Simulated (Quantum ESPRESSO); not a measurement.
## Kohn-Sham bands of AlInSb2 (R3m)

```yaml
crystal:
  lattice:
    - [-2.27624, 3.94256, 0.00000]
    - [-4.55248, 0.00000, 0.00000]
    - [-2.27624, 1.31419, 7.40292]
  atoms:
    - { symbol: Al, position: [0.00029, 0.00029, 0.99913] }
    - { symbol: In, position: [0.49967, 0.49967, 0.50098] }
    - { symbol: Sb, position: [0.87944, 0.87944, 0.36169] }
    - { symbol: Sb, position: [0.37059, 0.37059, 0.88822] }
```

Cell from Materials Project (mp-1228866), symmetrised, no further relaxation. Not found in the COD (Crystallography Open Database) copy used; not checked further. Level: PBEsol, spinors with spin-orbit coupling; pw.x of Quantum ESPRESSO at 64 Ry with PseudoDojo potentials, 4×4×4 k-points, Wannier90. Density: 8×8×8 mesh, cold smearing 0.01 Ry. With spin-orbit coupling a semilocal functional can close or falsely invert a small gap; the band order was not checked against a better method.

Energies are relative to the Fermi level; weights are on the orthonormalised atomic waves of the pseudopotential files, averaged over the group. 46 electrons a cell are treated as valence.

### Question
Into which isolated groups do the bands fall, where do they lie and what are they made of?

### Answer
| bands | from (eV) | to (eV) | filling | weight on atomic waves |
|---|---|---|---|---|
| 1–8 | -29.39 | -29.27 | filled | Sb 4d 100 % |
| 9–20 | -28.15 | -28.03 | filled | Sb 4d 100 % |
| 21–24 | -15.11 | -15.06 | filled | In 4d 99 % |
| 25–30 | -14.30 | -14.20 | filled | In 4d 99 % |
| 31–34 | -10.72 | -8.89 | filled | Sb 5s 63 %, Al 3p 11 %, In 5p 10 % |

No gap over 0.05 eV opens at the Fermi level at this level of theory; semilocal functionals close the gap of some real semiconductors.
